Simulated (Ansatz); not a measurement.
# TaTe, first-principles data

TaTe:
```xyz
2
Lattice="0.0000 2.8110 2.8110 2.8110 0.0000 2.8110 2.8110 2.8110 0.0000" Properties=species:S:1:pos:R:3 pbc="T T T"
Ta     0.0000     0.0000     0.0000
Te     2.8110     2.8110     2.8110
```

Space group Fm-3m (No. 225), rock salt; conventional cell a = b = c = 5.6220 Å, α = β = γ = 90.00°.

Method: PBEsol in the plane-wave PAW code Ansatz. The cell and atoms are relaxed at this level. Other levels are named where they apply.

**Cell and energy**

- Volume per atom: 22.21 Å³
- Density: 11.53 g/cm³
- Formation energy from the elements (no fitted shifts): 0.76 eV/atom

**Electronic structure**

- Electronic character: metallic (no gap)
- Density of states at the Fermi level: 1.7 states/eV per atom (mean over ±0.08 eV)
- Gap with spin–orbit coupling: none (metallic)

**Mechanics**

- Bulk modulus (Birch–Murnaghan fit): 118 GPa
- Pressure derivative B′: 4.5
- Elastic constants (relaxed ions, GPa): C11 = 258, C12 = 49.8, C44 = -36.6
- Mechanical stability: unstable (C has a negative eigenvalue)

**Phonons**

* **Highest zone-centre frequency**: 14.6 meV
* **Zone-centre stability**: no imaginary mode at Γ

The start of the workflow was typed in or built on a structure type; neither database checked (COD, Materials Project) lists it. Its standing as an ambient phase is unchecked. The PBEsol relaxation kept the symmetry of its start. The run is not spin-polarised. Its formation energy is positive at this level, so the cell may be metastable or incomplete. With an odd number of electrons in the cell and no spin polarisation, the count alone makes it a metal. As this level gives no gap, shear constants depend on the k-mesh and smearing (Fermi–Dirac, 0.1 eV here). As this level gives no gap, phonon frequencies hold no LO–TO term and depend on the k-mesh and smearing (Fermi–Dirac, 0.1 eV here). The references are the lowest solids computed at this level, not always the standard phases. Scalar-relativistic: spin–orbit coupling is off unless named, which matters more the heavier the elements.

Potentials: the later of the program's two PAW sets.
